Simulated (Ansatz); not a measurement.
LuZn (CsCl type, space group No. 221) under volume change, plane-wave PAW PBEsol (Ansatz code), scaled uniformly.

```json
[
 {"V (Å³/atom)": "18.368", "E − E(relaxed) (meV/atom)": "44.8", "P (GPa)": "8.56"},
 {"V (Å³/atom)": "18.974", "E − E(relaxed) (meV/atom)": "18.9", "P (GPa)": "5.26"},
 {"V (Å³/atom)": "19.579", "E − E(relaxed) (meV/atom)": "4.5", "P (GPa)": "2.43"},
 {"V (Å³/atom)": "20.185", "E − E(relaxed) (meV/atom)": "0.0", "P (GPa)": "0.00"},
 {"V (Å³/atom)": "20.790", "E − E(relaxed) (meV/atom)": "4.0", "P (GPa)": "-2.08"},
 {"V (Å³/atom)": "21.396", "E − E(relaxed) (meV/atom)": "15.3", "P (GPa)": "-3.85"},
 {"V (Å³/atom)": "22.001", "E − E(relaxed) (meV/atom)": "32.9", "P (GPa)": "-5.39"}
]
```

**Question.** What does a third-order Birch–Murnaghan fit give for V₀, B₀ and B′?

**Answer.** V₀ = 20.19 Å³/atom, B₀ = 74.7 GPa, B′ = 4.1.

Space group Pm-3m (CsCl type). The workflow started from an entry of the Crystallography Open Database (COD). Its standing as an ambient phase is unchecked. Symmetry was held in the PBEsol relaxation; of distortions, only those at the zone centre were tested. Spin–orbit coupling is left out wherever it is not named.

Potentials: the later of the program's two PAW sets.
